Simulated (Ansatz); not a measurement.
Total density of states per atom from plane-wave PAW PBE (Ansatz code), in 0.25 eV bins, energy from the Fermi level:

(E (eV), states/eV/atom): (-7.85, 0.08); (-7.60, 0.09); (-7.35, 0.11); (-7.10, 0.14); (-6.85, 0.17); (-6.60, 0.26); (-6.35, 0.64); (-6.10, 0.83); (-5.85, 1.08); (-5.60, 1.06); (-5.35, 1.45); (-5.10, 1.51); (-4.85, 1.02); (-4.60, 2.40); (-4.35, 2.30); (-4.10, 1.37); (-3.85, 1.42); (-3.60, 2.00); (-3.35, 1.62); (-3.10, 1.06); (-2.85, 1.28); (-2.60, 0.61); (-2.35, 0.45); (-2.10, 0.35); (-1.85, 0.31); (-1.60, 0.31); (-1.35, 0.41); (-1.10, 1.01); (-0.85, 1.47); (-0.60, 1.79); (-0.35, 1.85); (-0.10, 1.60); (0.15, 1.90); (0.40, 1.65); (0.65, 0.86); (0.90, 0.56); (1.15, 0.58); (1.40, 0.74); (1.65, 1.25); (1.90, 1.41); (2.15, 1.14); (2.40, 0.42); (2.65, 0.21); (2.90, 0.19); (3.15, 0.48); (3.40, 0.38); (3.65, 0.34); (3.90, 0.33); (4.15, 0.32); (4.40, 0.31); (4.65, 0.31)

**Question.** Pick the material that matches.
A. Te2Mo, P6_3/mmc (Te on 4f, Mo on 2c)
B. ZrMo, CsCl type
C. MoPt, CsCl type
D. PtS2, CdI2 type

**Answer.** C, MoPt, CsCl type. Within 0.5 eV of the Fermi level: Mo 4d 68 %, Pt 5d 24 %. Projections are on Löwdin-orthogonalised atomic valence shells; empty p or d shells of many metals are not among them.

Space group Pm-3m (CsCl type). The start of the workflow was typed in or built on a structure type; neither database checked (COD, Materials Project) lists it. Whether it is the stable phase at ambient conditions was not checked. The cell was relaxed with PBE under the symmetry of its start; its stability against distortions is not shown here. No spin polarisation was allowed. Its formation energy is positive at this level, so the cell may be metastable or incomplete. Scalar-relativistic: spin–orbit coupling is off unless named, which matters more the heavier the elements.

Potentials: the earlier of the program's two PAW sets.
